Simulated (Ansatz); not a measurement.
Input and command of a plane-wave DFT calculation in Ansatz:

```yaml
crystal:
  lattice:
    - [1.362220275, -2.5355031, 0.0]
    - [1.362220275, 2.5355031, 0.0]
    - [0.0, 0.0, 2.698231]
  atoms:
    - { symbol: Ge, position: [0.5, 0.5, 0.0] }
basis:
  ecutwfc: 500
kpoints:
  mp_grid: { grid: [20, 20, 18] }
hamiltonian:
  xc: r2scan
scf:
  occupations: { method: gaussian, width: 0.15 }
output:
  forces: true
  stress: true
  eigenvalues: true
```

```bash
ansatz run input.yaml --threads 1 --pin off --max-ram 2560MiB --backend cpu --events-out ev --progress --plain --runs-dir out
```

Processor: Intel(R) Xeon(R) Platinum 8488C (Sapphire Rapids), 1 thread, on a host shared with other jobs.

**Question.** How long does it run, and how much memory does it take?

**Answer.** About 16 s on 1 thread of Intel(R) Xeon(R) Platinum 8488C (Sapphire Rapids), with other jobs on the host, peak memory 0.62 GiB. It solves 11 bands at 1110 k points (the mesh reduced by symmetry) with about 461 plane waves, in 6 SCF iterations.
